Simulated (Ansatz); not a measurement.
Here is an unrelaxed guess for SnRu.

```xyz
2
Lattice="3.0917 0.0000 0.0000 -1.5459 2.6775 0.0000 0.0000 0.0000 5.0488" Properties=species:S:1:pos:R:3 pbc="T T T"
Sn    1.5459    0.8925    2.5244
Ru    0.0000    1.7850    0.0000
```

The calculation used DFT PBE, scalar-relativistic, plane waves, PAW (Ansatz 0.2.0). Plane waves to 420 eV, a k mesh through Γ of 6×6×4 on the computed 2-atom cell and Gaussian smearing (0.10 eV); no spin polarisation.

Energies over the elements count from the elements' standard structures at the same level, with no fitted energy shifts. The references include grey tin.

Task: Estimate its pressure, forces and energy as it stands.

Result: The pressure is -14.9 GPa (the mean over three directions, positive in compression), the largest force is 0.00 eV/Å (symmetry fixes the atoms), and the energy is +0.70 eV/atom against the elements. The shortest distance is 3.09 Å.

Task: How much does it gain on relaxing, and where does it end?

Result: Relaxing gains about 0.62 eV/atom (the start's value is from the coarse mesh, so the gain is rough) in 14 ionic steps and ends at +0.08 eV/atom on the finer mesh. The symmetry stays P-6m2 (No. 187). The end has the tungsten carbide type. The volume per atom shrinks by 14.2 %, from 20.9 to 17.9 Å³. The shortest distance goes from 3.09 Å (Sn–Ru, Ru–Ru and Sn–Sn) to 2.73 Å (Sn–Ru). The ratio c/a of the conventional cell changes by a factor of 0.76. Conventional cell: a = 3.216 Å, c = 4.005 Å. Around Sn lie 6 Ru at 2.73 Å and 6 Sn at 3.22 Å; around Ru lie 6 Sn at 2.73 Å and 6 Ru at 3.22 Å.

The last run used an 18×18×14 mesh (in the run's order of axes) for its 2-atom cell and Gaussian smearing of 0.10 eV. The relaxation can't lower the symmetry of the start. A structure relaxed within its symmetry needn't be a true minimum.
